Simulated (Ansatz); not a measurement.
Ansatz input

```yaml
crystal:
  lattice:
    - [0.0, 2.8688794258, 2.8688794258]
    - [2.8688794258, 0.0, 2.8688794258]
    - [2.8688794258, 2.8688794258, 0.0]
  atoms:
    - { symbol: Pd, position: [0.125, 0.125, 0.125], spin: 0.419 }
    - { symbol: Pd, position: [0.875, 0.875, 0.875], spin: 0.419 }
hamiltonian:
  xc: mr2scan
  pseudopotentials:
    kind: paw
    azcp:
      Pd: "pseudopotentials/Pd.paw.azcp"
basis:
  ecutwfc: 500
  fft_grid_basis: typed
kpoints:
  mp_grid: { grid: [16, 16, 16], shift: [0, 0, 0] }
magnetization:
  spin_polarized: true
scf:
  occupations: { method: fermi_dirac, width: 0.05 }
```

and its output:

```
Engine: ansatz 0.2.0, x86_64-unknown-linux-gnu
Pseudopotentials: kind: paw
Pseudopotential: Pd, paw, valence charge 18, recommended cutoff 500 eV (meta_gga) 
Functional definition: m-r2SCAN
  exchange = m_r2scan_x
  correlation = m_r2scan_c
Crystal: 2 atoms, lattice volume = 47.224 Å³
Basis set: ecut = 500 eV, 1243 PW (Γ), exchange–correlation on 120×120×120 points (64 copies of the dense FFT grid, shifted against one another)
Bands: 23, of which v1, the nominal top of the filled ones, is band 18 counted from 1 (17 counted from 0)
Symmetry: 48 space group operations
Space group: Fd-3m (ITA 227), of the structure as read, at distance tolerance 3.6e-5 Å
Magnetic group: BNS 227.128 (UNI 1630), of the structure as read, at distance tolerance 3.6e-5 Å
k-points: 145 of 4096
Non-local potential: Pd, projectors of the file, l = 0: 2, l = 1: 2, l = 2: 2, l = 3: 1
PAW form: soft (Blöchl's): semilocal exchange-correlation on the pseudo side does not see the compensation charge
PAW frozen core: Pd, regenerated for the run's functional (the file was generated under x = pbe(κ = 0.804, μ = 0.2195149727645171), c = pbe(β = 0.06672455060314922))
PAW one-centre angular grid: Pd, 590 points (default); XC on 160 Gauss nodes
Initial density: superposition of atomic densities (chi_scale 0.1, normalization cell)
Starting moments: Σ|m| = 0.838 μB on 2 of 2 sites
Initial wavefunctions: pseudopotential atomic-orbital guess
Functional: x = mr2scan, c = mr2scan; τ floored in thin density (d = 2e-4 eV/Å³)
SCF iter   1: F=—  HF=-13970.503934 eV  |F-HF|=—  |Δ(HF+E_count)|=         —  Δρ=5.77e-2 (↑5.33e-2 ↓5.77e-2)  dr2=7.22e0  dr2_τ=3.78e-2  dr2_m=6.37e-3  M=0.952 μB ∫|m|=0.953 μB  β_m=1.00  ethr=3.10e-3  ⟨swp⟩=5.8  Hψ=27797  notcnv=0
SCF iter   2: F=—  HF=-13969.357365 eV  |F-HF|=—  |Δ(HF+E_count)|=    1.15e0  Δρ=2.95e-2 (↑2.43e-2 ↓2.95e-2)  dr2=1.85e0  dr2_τ=1.92e-2  dr2_m=3.71e-3  M=1.031 μB ∫|m|=1.040 μB  β_m=1.00  ethr=3.10e-3  ⟨swp⟩=2.2  Hψ=13314  notcnv=0  defer=12  κ⁻¹=1.0e0(r=1)
spin-set hold released at iteration 2 (site moments show no strong build): the magnetisation degrees of freedom join the quasi-Newton model from the next iteration; the mixer history was kept
SCF iter   3: F=—  HF=-13969.046495 eV  |F-HF|=—  |Δ(HF+E_count)|=   3.11e-1  Δρ=9.04e-3 (↑8.81e-3 ↓9.04e-3)  dr2=8.44e-2  dr2_τ=8.40e-3  dr2_m=1.94e-3  M=0.945 μB ∫|m|=0.957 μB  β_m=1.20  ethr=3.10e-3  ⟨swp⟩=2.6  Hψ=11389  notcnv=0  defer=12  κ⁻¹=1.4e-2(r=2)
SCF iter   4: F=—  HF=-13969.075029 eV  |F-HF|=—  |Δ(HF+E_count)|=   2.85e-2  Δρ=4.57e-3 (↑4.57e-3 ↓3.83e-3)  dr2=1.47e-2  dr2_τ=4.54e-4  dr2_m=1.04e-3  M=0.858 μB ∫|m|=0.870 μB  β_m=1.20  ethr=2.34e-4  ⟨swp⟩=2.5  Hψ=10216  notcnv=0  defer=12  κ⁻¹=5.5e-3(r=3)
SCF iter   5: F=—  HF=-13969.083885 eV  |F-HF|=—  |Δ(HF+E_count)|=   8.86e-3  Δρ=1.88e-3 (↑1.88e-3 ↓1.62e-3)  dr2=1.76e-3  dr2_τ=1.28e-4  dr2_m=3.91e-4  M=0.861 μB ∫|m|=0.873 μB  β_m=1.20  ethr=4.07e-5  ⟨swp⟩=2.6  Hψ=11816  notcnv=0  defer=12  κ⁻¹=8.2e-4(r=4)
SCF iter   6: F=—  HF=-13969.086801 eV  |F-HF|=—  |Δ(HF+E_count)|=   2.92e-3  Δρ=5.88e-4 (↑5.41e-4 ↓5.88e-4)  dr2=1.97e-4  dr2_τ=1.05e-5  dr2_m=1.71e-5  M=0.875 μB ∫|m|=0.887 μB  β_m=1.20  ethr=4.88e-6  ⟨swp⟩=2.5  Hψ=12110  notcnv=0  defer=12  κ⁻¹=3.5e-5(r=5)
SCF iter   7: F=—  HF=-13969.087107 eV  |F-HF|=—  |Δ(HF+E_count)|=   3.06e-4  Δρ=3.05e-4 (↑3.05e-4 ↓2.97e-4)  dr2=5.86e-5  dr2_τ=2.90e-6  dr2_m=2.03e-6  M=0.879 μB ∫|m|=0.891 μB  β_m=1.20  ethr=5.48e-7  ⟨swp⟩=2.1  Hψ=10485  notcnv=0  defer=12  κ⁻¹=7.7e-6(r=6)
SCF iter   8: F=—  HF=-13969.087283 eV  |F-HF|=—  |Δ(HF+E_count)|=   1.76e-4  Δρ=8.01e-5 (↑6.48e-5 ↓8.01e-5)  dr2=7.50e-7  dr2_τ=1.35e-7  dr2_m=1.72e-6  M=0.879 μB ∫|m|=0.892 μB  β_m=1.20  ethr=1.63e-7  ⟨swp⟩=2.4  Hψ=11537  notcnv=0  defer=12  κ⁻¹=8.3e-7(r=7)
SCF iter   9: F=—  HF=-13969.087286 eV  |F-HF|=—  |Δ(HF+E_count)|=   2.58e-6  Δρ=2.08e-5 (↑2.08e-5 ↓1.97e-5)  dr2=1.10e-7  dr2_τ=8.20e-9  dr2_m=4.83e-8  M=0.878 μB ∫|m|=0.891 μB  β_m=1.20  ethr=2.78e-10  ⟨swp⟩=3.0  Hψ=16744  notcnv=0  κ⁻¹=4.4e-8(r=8)
SCF iter  10: F=—  HF=-13969.087286 eV  |F-HF|=—  |Δ(HF+E_count)|=   6.29e-7  Δρ=1.38e-5 (↑9.11e-6 ↓1.38e-5)  dr2=6.69e-8  dr2_τ=2.79e-9  dr2_m=1.50e-8  M=0.878 μB ∫|m|=0.890 μB  β_m=1.20  ethr=2.78e-10  ⟨swp⟩=2.4  Hψ=13357  notcnv=0  κ⁻¹=1.2e-8(r=8)
SCF iter  11: F=—  HF=-13969.087287 eV  |F-HF|=—  |Δ(HF+E_count)|=   5.08e-7  Δρ=2.94e-6 (↑1.42e-6 ↓2.94e-6)  dr2=3.10e-9  dr2_τ=1.93e-10  dr2_m=1.19e-9  M=0.878 μB ∫|m|=0.891 μB  β_m=1.20  ethr=1.86e-10  ⟨swp⟩=2.0  Hψ=13115  notcnv=0  κ⁻¹=1.8e-7(r=8)
SCF iter  12: F=-13969.087287 eV  HF=-13969.087287 eV  |F-HF|=1.07e-9  |Δ(HF+E_count)|=   6.94e-9  Δρ=6.10e-7 (↑6.10e-7 ↓5.63e-7)  dr2=1.14e-10  dr2_τ=7.44e-12  dr2_m=3.24e-12  M=0.878 μB ∫|m|=0.891 μB  ethr=8.62e-12  ⟨swp⟩=2.2  Hψ=13242  notcnv=0
SCF 1 converged in 12 iterations: F = -13969.087287 eV  dr2 = 1.14e-10
this state was not tested for a lower state beside it, because the mixer in use, unlike msr1, does not test its closes by its own steps (another_mixer; see scf.mixing.algorithm and scf.lower_state_search)
SCF converged after 12 iterations
Magnetization: 0.8783 μB (18.4391 up, 17.5609 down)
Absolute magnetization: 0.8906 μB (∫|ρ↑−ρ↓|, with the PAW one-centre terms)
Spin contamination: 0.0030 ħ² per cell (⟨S²⟩ above its minimum at these occupations)
Per-site moments (μB) at R_I (Å): [(0.41705131060750483, 1.0248655160441418), (0.4170513106075049, 1.0248655160441418)]
Free energy (F): -13969.087287 eV
Harris-Foulkes:  -13969.087287 eV  (|F-HF|=1.07e-9)
Internal energy: -13969.049991 eV  (E = F + TS)
E sigma→0 (E₀):  -13969.068639 eV
Entropy (-TS):   -0.037295 eV (-18.648 meV/atom)
Fermi energy:    10.441572 eV
--- Per-component energies (eV) ---
  E_band       = -633.025075
  E_kinetic    = 1030.964398
  E_local      = -5409.415274  (includes V_loc(G=0)·N_el)
  E_nonlocal   = 437.210862
  E_hartree    = 2216.713858
  E_xc         = -317.584374
  E_vxc        = -461.045803  (∫ρ·V_xc dr)
  E_paw        = -7545.923550  (= ΣΔE_a)
  E_vpaw       = -698.491678  (= ΣTr[D̂ρ^β])
  E_aug_tail   = 0.000226  (compensation charges beyond the density's cutoff)
  E_vtau       = 34.324659  (kinetic-family band-sum trace: ∫τ·v_τ [+ j·A + Jᵃ·Aᵃ] dr)
  E_ewald      = -4380.111965
  E_core_change = -0.904173  (= ΣΔE_core)
  E_smearing   = -0.037295  (= −TS)
  E_closure    = 0.000000  (closes the sum)
  Σ components = -13969.087287   (vs F -13969.087287, Δ=0.00e0)
```

Command:

```sh
ansatz run input.yaml --threads 2 --pin off --max-ram 5120MiB --backend cpu --events-out ev --progress --plain --runs-dir out
```

On 2 threads of Intel(R) Xeon(R) Platinum 8259CL CPU @ 2.50GHz (Skylake/Cascade Lake) (shared host) this took about 31 s of wall time and 58 s of CPU time.
